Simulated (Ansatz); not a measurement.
Li3Pb:
```yaml
crystal:
  lattice:
    - [0.00000, 3.24516, 3.24516]
    - [3.24516, 0.00000, 3.24516]
    - [3.24516, 3.24516, 0.00000]
  atoms:
    - { symbol: Pb, position: [0.00000, 0.00000, 0.00000] }
    - { symbol: Li, position: [0.50000, 0.50000, 0.50000] }
    - { symbol: Li, position: [0.25000, 0.25000, 0.25000] }
    - { symbol: Li, position: [0.75000, 0.75000, 0.75000] }
```

Relaxed with LDA. Special points in fractions of this cell's reciprocal vectors: Γ (0.000, 0.000, 0.000); X (0.500, 0.000, 0.500); U (0.625, 0.250, 0.625); K (0.375, 0.375, 0.750); L (0.500, 0.500, 0.500); W (0.500, 0.250, 0.750).

**Question.** List the band energies nearest the Fermi level at these points for DFT-LDA in the program Ansatz with PAW potentials.

**Answer.** In eV from the Fermi level; about four levels below and three above (degenerate sets whole), none deeper than 8.9 eV; points with the same levels are listed once.

| k | below | above |
|---|---|---|
| Γ | – | 1.39 1.39 1.39 |
| X | -8.04 -2.74 -1.46 -1.46 | 1.31 3.87 8.23 8.23 |
| U | -8.07 -2.43 -2.32 -1.00 | 2.15 5.05 6.45 |
| L | -8.35 -3.28 | 0.51 0.51 2.77 2.77 |
| W | -8.04 -2.19 -2.19 -1.83 | 3.30 4.70 5.79 5.79 |

Space group Fm-3m. The workflow started from an entry of the Crystallography Open Database (COD). Whether it is the stable phase at ambient conditions was not checked. The LDA relaxation kept the symmetry of its start; of distortions, only those at the zone centre were tested. Scalar-relativistic: spin–orbit coupling is off unless named, which matters more the heavier the elements.

Potentials: the later of the program's two PAW sets.
